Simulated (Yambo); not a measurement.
```xyz
3
Lattice="4.2421 0.0000 0.0000 -2.1210 3.6737 0.0000 0.0000 0.0000 6.8172" Properties=species:S:1:pos:R:3 pbc="T T T"
Cd     0.0000     0.0000     0.0000
I      0.0000     2.4492     1.7288
I      2.1210     1.2246     5.0884
```

CdI2 (CdI2 type, space group P-3m1, No. 164): mean Im ε in 1 eV windows above the direct gap of 3.40 eV, for different electron-hole kernels (Yambo, broadening 0.15 eV, PBEsol (Quantum ESPRESSO, PseudoDojo norm-conserving, 102 Ry, with spin-orbit coupling) bands; 6×6×2 mesh, 12 valence and 10 conduction bands, static screening with 120 bands and a 4 Ry block, scissor 1.25 eV, Tamm-Dancoff; field along x).

| window (eV) | independent quasiparticles | BSE |
|---|---|---|
| 3.4 to 4.4 | 2.1 | 6.3 |
| 4.4 to 5.4 | 6.7 | 8.1 |
| 5.4 to 6.4 | 7.5 | 7.9 |
| 6.4 to 7.4 | 6.7 | 3.9 |

This run doesn't resolve bound excitons or single peaks, so only averages are given, and they too depend on the mesh; weight that the attraction moves below the gap isn't listed. All transitions below 8.38 eV are in the band window. The scissor comes from a G0W0 run whose convergence isn't established.

Geometry relaxed with PBE+D3(BJ).
